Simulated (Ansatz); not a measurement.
A trial cell of Sr₂ZrO₃, before relaxation:

```cif
data_structure
_symmetry_space_group_name_H-M 'P 1'
_symmetry_Int_Tables_number 1
_cell_length_a 5.0616
_cell_length_b 5.0616
_cell_length_c 5.2449
_cell_angle_alpha 90.000
_cell_angle_beta 90.000
_cell_angle_gamma 110.152
_cell_volume 126.15
loop_
_atom_site_label
_atom_site_type_symbol
_atom_site_fract_x
_atom_site_fract_y
_atom_site_fract_z
_atom_site_occupancy
Sr1 Sr 0.30291 0.69709 0.50000 1
Sr2 Sr 0.69709 0.30291 0.50000 1
Zr1 Zr 0.50000 0.50000 0.00000 1
O1 O 0.50000 0.50000 0.27062 1
O2 O 0.50000 0.50000 0.72938 1
O3 O 0.00000 0.00000 0.50000 1
```

Level of theory: Ansatz, DFT PBE, scalar-relativistic, plane waves, PAW. Cutoff 420 eV, Gaussian smearing, Γ-centred meshes. Cell and atoms relax first on a coarse mesh and then on a finer one. In between, the cell is made exact in the group found at 0.06 Å. In metals the finer mesh still leaves noise of several meV/atom or more. The steps can't lower the symmetry of their start. No spin polarisation.

A guess keeps its type if space group and coordination stay and the shape of the cell changes little (axis ratios within about 15 %, angles within 6°); the volume may change.

Question: Will the relaxed cell still be of the starting type?

Answer: It doesn't keep its type. The symmetry stays Cmmm (No. 65). The volume per atom grows by 81.8 %, from 21.0 to 38.2 Å³. The shortest distance goes from 1.42 Å (Zr–O) to 1.95 Å (Zr–O). Counting neighbours within 15 % of an atom's shortest distance, the start has O 1/2, Sr 2, Zr 2 and the end O 1/2, Sr 3, Zr 2. In detail, at the end around Sr lie 1 O at 2.18 Å, 2 O at 2.44 Å, 1 Sr at 3.51 Å, 2 Sr at 4.02 Å and 2 Zr at 4.04 Å; Zr is surrounded by 2 O at 1.95 Å and 4 Sr at 4.04 Å; O on a site of symmetry mm2 is surrounded by 1 Zr at 1.95 Å and 2 Sr at 2.44 Å; 1 more site not described.

Space group Cmmm (No. 65). a = 7.874 Å, b = 7.998 Å, c = 7.284 Å, α = 90.00°, β = 90.00°, γ = 90.00°
```tsv
atom	site	symmetry	x	y	z
Sr	4h	2mm	0.2774	0.0000	0.5000
Zr	2b	mmm	0.5000	0.0000	0.0000
O	4l	mm2	0.5000	0.0000	0.2671
O	2d	mmm	0.0000	0.0000	0.5000
```

The last run used an 8×8×6 mesh (in the run's order of axes) for its 6-atom cell and Gaussian smearing of 0.10 eV. The cell is a metal run without spin; a magnetic state may lie lower. A structure relaxed within its symmetry needn't be a true minimum. Another cell of Sr2ZrO3 relaxed alike, in P-3m1, lies 0.84 eV/atom lower, so this cell isn't the stable form at this level.

In counts of neighbours, a slash parts the counts of unlike sites.
